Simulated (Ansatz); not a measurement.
# Contact densities of NbRu against volume

```
Nb Ru
1.0
     3.18400    0.00000    0.00000
     0.00000    3.18400    0.00000
     0.00000    0.00000    3.18400
Nb Ru
1 1
Direct
  0.00000 0.00000 0.00000
  0.50000 0.50000 0.50000
```

Atoms are numbered in the order listed.

The geometry is COD entry 1523398, unchecked; take it as a test cell.

Spin polarisation is left out, and whether a magnetic state lies lower isn't shown here.

These are results of Ansatz 0.2.0, DFT, PBEsol, all-electron PAW with datasets made for the crystal, scalar-relativistic, not measurements.

Settings: a Γ-centred 11×11×11 k mesh, Fermi–Dirac smearing of 0.03 eV, cutoff 260 eV (chosen by the program for this cell), no spin polarisation.

The contact density is the mean electron density over the nuclear volume; its changes set Mössbauer isomer shifts. Changes below are taken from the unscaled cell, where it is 540106 e/Å³ at Nb1, 718410 e/Å³ at Ru2.

```
V/V(cell)  P (GPa)  Δρ(0) Nb1 (e/Å³)  Δρ(0) Ru2 (e/Å³)
   0.9400      5.1              2.54              5.07
   0.9600     -0.5                 ?                 ?
   0.9800     -5.5              0.82              1.64
   0.9900     -7.8              0.41              0.81
   1.0000     -9.9              0.00              0.00
   1.0100    -12.0             -0.40             -0.80
   1.0200    -13.9                 ?             -1.59
   1.0400    -17.5             -1.57             -3.14
   1.0600    -20.7             -2.31             -4.64
```

(1) What belongs in the row "0.9600", column "Δρ(0) Ru2 (e/Å³)"?

(2) Give the missing entry: row "1.0200", column "Δρ(0) Nb1 (e/Å³)".

(3) Fill in "Δρ(0) Nb1 (e/Å³)" for the row "0.9600".

The datasets are made afresh for each cell, so very small changes are uncertain.

Results:

(1) 3.33.

(2) -0.79.

(3) 1.67.
